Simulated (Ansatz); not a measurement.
# TlB6H6: Electric field gradients

The cell is a Materials Project structure (computed, not necessarily an observed phase), taken as it stands.

Space group Fm-3 (No. 202); a = 10.6628 Å.

```csv
site,Wyckoff,site symmetry,x,y,z
Tl,8c,23.,0.2500,0.7500,0.2500
B,48h,m..,0.8649,0.5000,0.4172
H,48h,m..,0.2320,0.5000,0.3601
```

One atom of each set is listed; the run and its k-mesh use a cell of 26 atoms with edges of 7.54, 7.54, 7.54 Å.

The numbers come from a DFT calculation in Ansatz (PBE, plane waves and PAW, scalar-relativistic, 420 eV cutoff, Γ-centred 5×5×5 k-points, Fermi–Dirac smearing 0.05 eV).

C_Q = eQV_zz/h, which is 24.18 MHz for Q = 1 b and V_zz = 10²¹ V/m²; η = (V_xx − V_yy)/V_zz. ν_Q = 3|C_Q|/[2I(2I − 1)].

¹⁰B: I = 3, Q = 84.59 mb; ²H: I = 1, Q = 2.858 mb. Quadrupole moments are those of Pyykkö's year-2017 table.

Q: What field gradients does the calculation give at each kind of site?

A: 

```
site  atoms                        first shell  C_Q (MHz)     η  ν_Q (MHz)
   B     12  1 H at 1.20 Å, 5 B at 1.77–1.78 Å      -1.53  0.13      0.153
   H     12                      1 B at 1.20 Å      0.135  0.04      0.202
```

At B V_zz points along its shortest bond, to H (within 2°). At H V_zz points along its bond to B (within 1°).

Tl has no stable isotope with a ground-state quadrupole moment in the table, so these sites are left out.

The run took 28 s of wall time (28 s of CPU time) and 0.63 GiB at its peak, on 1 thread of Arm Neoverse V1 (aarch64; 8 cores open to the job, memory cap 2.5 GiB, no GPU), a shared host with a load of 0.7 a core.
